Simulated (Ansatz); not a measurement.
BaTaS3 in space group P6_3/mmc (No. 194; Ba on 2d, S on 6h, Ta on 2a) at seven volumes, r²SCAN in the plane-wave PAW code Ansatz, shape and atoms relaxed at each. One row is withheld.

| V (Å³/atom) | P (GPa) |
|---|---|
| 21.548 | 6.35 |
| 22.258 | ? |
| 22.969 | 1.74 |
| 23.679 | 0.00 |
| 24.390 | -1.46 |
| 25.100 | -2.61 |
| 25.810 | -3.58 |

Q: Fit the shown pressures and predict the withheld one.

A: P = (3/2)B₀(x^(7/2) − x^(5/2))[1 + (3/4)(B′ − 4)(x − 1)] with x = (V₀/V)^(2/3). Least squares on the six rows gives V₀ = 23.677 Å³/atom, B₀ = 52.4 GPa, B′ = 5.36. At V = 22.258, x = 1.0421 and P = 3.82 GPa. The run itself gave 3.84 GPa.

The workflow started from an entry of the Crystallography Open Database (COD). Its standing as an ambient phase is unchecked. The r²SCAN relaxation kept the symmetry of its start; whether a distortion lowers the energy is not shown. The run is not spin-polarised. Spin–orbit coupling is left out wherever it is not named.

Potentials: the later of the program's two PAW sets.
